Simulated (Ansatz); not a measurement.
Te:
```
Te
1.0
    0.00000     3.57149     3.57149
    3.57149     0.00000     3.57149
    3.57149     3.57149     0.00000
Te
2
Direct
  0.00000   0.00000   0.00000
  0.25000   0.25000   0.25000
```

Relaxed with r²SCAN. Special points in fractions of this cell's reciprocal vectors: Γ (0.000, 0.000, 0.000); X (0.500, 0.000, 0.500); U (0.625, 0.250, 0.625); K (0.375, 0.375, 0.750); L (0.500, 0.500, 0.500); W (0.500, 0.250, 0.750).

**Question.** List the band energies nearest the Fermi level at these points for DFT-r²SCAN with spin–orbit coupling in the program Ansatz with PAW potentials.

**Answer.** In eV from the Fermi level; about four levels below and three above (degenerate sets whole), none deeper than 8.9 eV; points with the same levels are listed once.

```
k                    below                          above
-  -----------------------  -----------------------------
Γ  -0.47 -0.47 -0.47 -0.47  3.97 3.97 6.43 6.43 6.43 6.43
X  -1.65 -1.65 -1.65 -1.65            2.07 2.07 2.07 2.07
U  -1.87 -1.87 -0.52 -0.52            1.47 1.47 1.64 1.64
L  -3.62 -3.62 -3.57 -3.57            0.02 0.02 0.54 0.54
W  -1.28 -1.28 -0.72 -0.72            1.28 1.28 1.50 1.50
```

Space group Fd-3m (diamond). The start of the workflow was typed in or built on a structure type; neither database checked (COD, Materials Project) lists it. It is not the phase usual at ambient conditions (space group No. 152). The cell was relaxed with r²SCAN under the symmetry of its start; its stability against distortions is not shown here.

Potentials: the earlier of the program's two PAW sets.
